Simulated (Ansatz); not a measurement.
SiGe:
```xyz
10
Lattice="-1.9625 1.9625 13.8866 1.9625 -1.9625 13.8866 1.9625 1.9625 -13.8866" Properties=species:S:1:pos:R:3 pbc="T T T"
Si     0.0000     0.0000    25.0951
Si     1.9625     0.0000    12.5445
Si     0.0000     0.0000    13.8866
Si     1.9625     0.0000     1.3421
Si     0.0000     0.0000     2.6781
Ge     0.0000     1.9625     4.0627
Ge     0.0000     0.0000    19.3926
Ge     1.9625     0.0000     6.9433
Ge     0.0000     0.0000     8.3806
Ge     0.0000     1.9625     9.8239
```

Relaxed with r²SCAN. Special points in fractions of this cell's reciprocal vectors: Γ (0.000, 0.000, 0.000); X (0.000, 0.000, 0.500); P (0.250, 0.250, 0.250); N (0.000, 0.500, 0.000); M (0.500, 0.500, -0.500); S (0.255, 0.745, -0.255); S0 (-0.255, 0.255, 0.255); R (-0.010, 0.010, 0.500); G (0.500, 0.500, -0.010).

### Question
List the band energies nearest the valence-band maximum at these points for DFT-r²SCAN in the program Ansatz with PAW potentials.

### Answer
In eV from the valence-band maximum; about four levels below and three above (degenerate sets whole), none deeper than 8.9 eV; points with the same levels are listed once.

```tsv
k	below	above
Γ	-1.63 -1.63 -0.08 0.00 0.00	0.53 0.59 1.43
X	-3.52 -3.52 -3.52 -3.17 -3.16	0.86 0.92 1.58
P	-3.30 -3.28 -3.27 -3.25	1.03 1.07 1.15
N	-1.51 -1.44 -1.16 -1.14	1.08 1.85 1.90
M	-0.84 -0.84 -0.48 -0.48	0.57 0.63 1.19 1.19
S	-1.78 -1.51 -1.18 -1.13	1.35 1.45 2.18
R	-3.50 -3.50 -3.17 -3.17	0.87 0.93 1.57
```

Space group I-4m2. The start of the workflow was typed in or built on a structure type; neither database checked (COD, Materials Project) lists it. Its standing as an ambient phase is unchecked. The cell was relaxed with r²SCAN under the symmetry of its start; whether a distortion lowers the energy is not shown. Scalar-relativistic: spin–orbit coupling is off unless named, which matters more the heavier the elements.

Potentials: the earlier of the program's two PAW sets.
